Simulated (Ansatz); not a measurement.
Ta₂Sn: rattling a relaxed structure

The cell was found from a structure generator's guess, not taken from experiment.

The calculation used DFT PBE, scalar-relativistic, plane waves, PAW in Ansatz. Cutoff 420 eV; k points 12×12×16 on the computed 3-atom cell (Γ-centred); Gaussian smearing, width 0.10 eV; no spin polarisation.

The cell below (3 atoms, space group P-3m1 (No. 164)) is relaxed within its symmetry.

```
Ta Sn
1.0
     4.78316    0.00000    0.00000
    -2.39158    4.14234    0.00000
     0.00000    0.00000    2.93386
Ta Sn
2 1
Direct
  0.33333 0.66667 0.34515
  0.66667 0.33333 0.65485
  0.00000 0.00000 0.00000
```

For the test a repeat of it with 6 atoms (edges 2.93, 4.78, 8.28 Å) was strained at random (σ = 1.5 % a component), the atoms were moved at random (σ = 0.15 Å), and all was relaxed again on a coarse 8×4×4 mesh (in the run’s order of axes) with 0.20 eV smearing, with no symmetry imposed.

These runs have no spin–orbit coupling, which can matter for Ta.

Problem. Does it come back?

Solution. It returns, within 1 meV/atom of the unmoved cell on that mesh and with the same symmetry when read at 0.1 Å (P-1 at 0.01 Å, so small strains and shifts remain). No instability shows in this cell; modes of other wave vectors, which need another repeat, aren't tested.
